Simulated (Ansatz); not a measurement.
ScAl$_{3}$:
```xyz
4
Lattice="4.0855 0.0000 0.0000 0.0000 4.0855 0.0000 0.0000 0.0000 4.0855" Properties=species:S:1:pos:R:3 pbc="T T T"
Al     0.0000     2.0428     2.0428
Al     2.0428     2.0428     0.0000
Al     2.0428     0.0000     2.0428
Sc     0.0000     0.0000     0.0000
```

Relaxed with r²SCAN.

Question: Map the valence electron density (e/Å³), cut off at 0.2 on the plane through (0.000, 0.500, 0.500) spanned by u = [1, 1, 0] and v = [1, 0, 1] in lattice vectors, from r²SCAN in the plane-wave PAW code Ansatz.

Answer: x is the fraction of u, y of v (the angle between them is 60°; rows are the nearest grid lines); atoms in the plane: Al at (0.00, 0.00), Al at (0.00, 0.50), Al at (0.50, 0.00), Sc at (0.50, 0.50).
```
|  .=@@@@@@@#:    :#@@@@@@@=.  |
|   -#@@@@@@@+.   .+@@@@@@@#-  |
|=--=#@@@@@@@@@*---*%@@@@@@@@#=|
|@###@@@@@@@@@@@%##%@@@@%%@@@@@|
|@@@@@@@@%%%%@@@@@@@@@@@@%%@@@@|
|@@@@@@@@%###%%@@@@@@@@@@@%@@@@|
|@@@@@%%%%@@@@@%%%%@@@@@@@@@@@@|
|@@@@@%##@@@@@@@@%#%%@@@@@@@@@@|
|@@@@@%##@@@@@@@@@%##%@@@@@%%@@|
|#@@@@%##@@@@@@@@@@@#%@@@@%*=+#|
| .+@@@%#@@@@@@@@@@@@%%@@@#-   |
|  .*@@@%%@@@@@@@@@@@@%%@@%-   |
|   -%@@%%@@@@@@@@@@@@%%@@@*.  |
|   -#@@@%%@@@@@@@@@@@@#%@@@+. |
|#+=*%@@@@%#@@@@@@@@@@@##%@@@@#|
|@@%%@@@@@%##%@@@@@@@@@##%@@@@@|
|@@@@@@@@@@%%#%@@@@@@@@##%@@@@@|
|@@@@@@@@@@@@%%%%@@@@@%%%%@@@@@|
|@@@@%@@@@@@@@@@@%%###%@@@@@@@@|
|@@@@%%@@@@@@@@@@@@%%%%@@@@@@@@|
|@@@@@%%@@@@%##%@@@@@@@@@@@###@|
|=#@@@@@@@@%*---*@@@@@@@@@#=--=|
|  -#@@@@@@@+.   .+@@@@@@@#-   |
|  .=@@@@@@@#:    :#@@@@@@@=.  |
```
Scale: ten equal steps from 0.057 (start of ' ') to 0.200 (end of '@'), in the order ' .:-=+*#%@'; x runs from 0.000 to 1.00, y from 0.000 (bottom) to 1.00 (top).

The density is the valence pseudo-density with augmentation charge, so density and ELF within about 1 Å of a nucleus are not all-electron values.

Space group Pm-3m (Cu3Au type). The r²SCAN relaxation kept the symmetry of its start. No spin polarisation was allowed.

Potentials: the later of the program's two PAW sets.
